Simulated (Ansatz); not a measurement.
# What a change of settings does: P (diamond type)

First run: DFT, LDA, PAW with Ansatz's default frozen-core files, scalar-relativistic (Ansatz 0.2.0).

Command: `ansatz run input.yaml --threads 1 --pin off --max-ram 2048MiB --backend cpu --events-out ev --progress --plain --runs-dir out` It took 1.5 s on 1 thread of Arm Neoverse V1, on a shared host, peak memory 0.25 GiB.

```yaml
crystal:
  lattice:
    - [0.0, 2.0503444021, 2.0503444021]
    - [2.0503444021, 0.0, 2.0503444021]
    - [2.0503444021, 2.0503444021, 0.0]
  atoms:
    - { symbol: P, position: [-0.125, -0.125, -0.125] }
    - { symbol: P, position: [0.125, 0.125, 0.125] }
kpoints:
  mp_grid: { grid: [12, 12, 12] }
  band_path:
    path:
      - [0.0, 0.0, 0.0]
      - [0.5, 0.0, 0.5]
      - [0.625, 0.25, 0.625]
      - [0.375, 0.375, 0.75]
      - [0.0, 0.0, 0.0]
      - [0.5, 0.5, 0.5]
      - [0.5, 0.25, 0.75]
      - [0.5, 0.0, 0.5]
    npoints: 8
scf:
  occupations: { method: fermi_dirac, width: 0.1 }
hamiltonian:
  xc: lda
  pseudopotentials: { kind: paw }
output:
  forces: true
  stress: true
  eigenvalues: true
  populations: true
  dos: { projected: true, de: 0.2, e_range: [-14, 8] }
```

The cell comes from a relaxation on PAW files under the same functional, begun from a prototype that needn't be the stable phase.

This run: volume at 0.45 of the series' base cell.

It converges in 6 SCF iterations at a pressure of 292.6 GPa, cutoff 420 eV.

The input is then changed:

```diff
 kpoints:
-  mp_grid: { grid: [12, 12, 12] }
+  mp_grid: { grid: [12, 12, 12], shift: [0.5, 0.5, 0.5] }
   band_path:
   occupations: { method: fermi_dirac, width: 0.1 }
+  mixing: { algorithm: broyden, beta: 0.2 }
 hamiltonian:
   populations: true
-  dos: { projected: true, de: 0.2, e_range: [-14, 8] }
```

Q: Predict the outcome of the changed run.

A: It converges in 6 SCF iterations at a pressure of 292.0 GPa, largest force 0.030 eV/Å, cutoff 420 eV, free energy -7.5 meV/atom against the first run's. More than one line changes, and not each need have an effect. Results part of its log:
```
Warning: crystal.symmetry: narrowed to the stabiliser of the k-point mesh — unitary ops 48 → 12; excluded 36 operations that carry a point of the 12×12×12 mesh (shift [0.5, 0.5, 0.5]) off the mesh (the run samples exactly the mesh kpoints.mp_grid names, as under crystal.symmetry.detect: false, and its converged state has the mesh's symmetry, not the crystal's; ε∞, the Born charges and the force co
SCF 1 converged in 6 iterations: F = -1442.313331 eV  dr2 = 4.83e-8
  greatest PAW one-centre occupation: 0.842 electrons in one spin orbital (limit 2), on the P atom at site 1 (counted from 0), in its partial waves of l = 0
NSCF: frozen V_eff on 57 k-points
SCF converged after 6 iterations
Stability not checked: this state was not tested for a lower state beside it, because the mixer in use, unlike msr1, does not test its closes by its own steps (another_mixer; see scf.mixing.algorithm and scf.lower_state_search)
Free energy (F): -1442.313331 eV
Harris-Foulkes:  -1442.313331 eV  (|F-HF|=1.73e-8)
Internal energy: -1442.284989 eV  (E = F + TS)
E sigma→0 (E₀):  -1442.299160 eV
Entropy (-TS):   -0.028342 eV (-14.171 meV/atom)
Fermi energy:    20.575625 eV
--- Per-component energies (eV) ---
  E_band       = 105.199769
  E_kinetic    = 194.979508
  E_local      = -36.071463  (includes V_loc(G=0)·N_el)
  E_nonlocal   = 80.580867
  E_hartree    = 14.525987
  E_xc         = -140.122171
  E_vxc        = -144.244832  (∫ρ·V_xc dr)
  E_paw        = -1083.516376  (= ΣΔE_a)
  E_vpaw       = -19.095591  (= ΣTr[D̂ρ^β])
  E_aug_tail   = 0.000009  (compensation charges beyond the density's cutoff)
  E_ewald      = -472.896054
  E_core_change = 0.234703  (= ΣΔE_core)
  E_smearing   = -0.028342  (= −TS)
  E_closure    = 0.000000  (closes the sum)
  Σ components = -1442.313331   (vs F -1442.313331, Δ=0.00e0)
--- Forces (eV/Å), atoms counted from 1 ---
  atom   1  P     -0.01755494    -0.01755494    -0.01755494
  atom   2  P      0.01755494     0.01755494     0.01755494
  max |Σ_I F_I| component: 3.82e-17 eV/Å
--- Stress (GPa, compression-positive) ---
      292.043838      -1.588060      -1.588060
       -1.588060     292.043838      -1.588060
       -1.588060      -1.588060     292.043838
  P = ⅓ Tr σ = 292.0438 GPa (2920.438 kbar)
--- Band table (eV; the first three rows and the last of 182) ---
  k-point 0: bands = ["-2.8422", "16.0619", "16.3462", "16.3462", "20.3046", "20.3046", "20.3633", "26.4522", "26.4522"]
  k-point 1: bands = ["-2.6225", "14.8240", "15.5732", "16.3042", "20.4991", "20.7768", "21.1611", "25.6360", "26.2675"]
  k-point 2: bands = ["-2.0768", "12.4285", "14.9874", "15.8785", "21.1101", "21.2752", "21.7739", "25.0287", "25.9626"]
  k-point 181: bands = ["1.9443", "4.7399", "13.5690", "14.2788", "20.1440", "21.0124", "21.8686", "28.7784", "30.5987"]
--- Löwdin populations: 2 sites ---
  site symbol       q [e]
     0      P      4.6831
     1      P      4.6831
  spilling = 0.063386 (of n_electrons = 10.000000)
```
